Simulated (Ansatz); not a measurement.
LaAu:
```
CELL_PARAMETERS angstrom
      1.99367    -5.76938     0.00000
      1.99367     5.76938     0.00000
      0.00000     0.00000     4.82018
ATOMIC_POSITIONS crystal
  La 0.86523 0.13477 0.75000
  La 0.13477 0.86523 0.25000
  Au 0.58731 0.41269 0.75000
  Au 0.41269 0.58731 0.25000
```

Relaxed with r²SCAN. Special points in fractions of this cell's reciprocal vectors: Γ (0.000, 0.000, 0.000); Y (-0.500, 0.500, 0.000); C0 (-0.280, 0.720, 0.000); Σ0 (0.280, 0.280, 0.000); Z (0.000, 0.000, 0.500); A0 (0.280, 0.280, 0.500); E0 (-0.280, 0.720, 0.500); T (-0.500, 0.500, 0.500); S (0.000, 0.500, 0.000); R (0.000, 0.500, 0.500).

Question: List the band energies nearest the Fermi level at these points for the program Ansatz at the r²SCAN level (PAW).

Answer: In eV from the Fermi level; about four levels below and three above (degenerate sets whole), none deeper than 8.9 eV; points with the same levels are listed once.

```tsv
k	below	above
Γ	-4.61 -4.58 -4.22 -3.64	0.53 0.58 0.94
Y	-4.37 -4.31 -3.77 -0.34	0.46 0.56 0.81
C0	-2.25 -1.69 -1.14 -0.93	0.20 1.14 1.56
Z	-3.83 -3.83 -0.62 -0.62	0.79 0.79 0.84 0.84
A0	-3.64 -3.64 -0.46 -0.46	0.81 0.81 0.96 0.96
T	-3.61 -3.61 -1.76 -1.76	1.07 1.07 1.34 1.34
S	-1.20 -1.18 -1.08 -0.22	0.85 1.70 1.71
R	-4.38 -4.38 -3.69 -3.69	0.02 0.02 0.29 0.29
```

Space group Cmcm. The first step of the workflow began from a Materials Project structure, measured or hypothetical; the Crystallography Open Database copy checked does not list it. Its standing as an ambient phase is unchecked. Symmetry was held in the r²SCAN relaxation; whether a distortion lowers the energy is not shown. Scalar-relativistic: spin–orbit coupling is off unless named, which matters more the heavier the elements.

Potentials: the later of the program's two PAW sets.
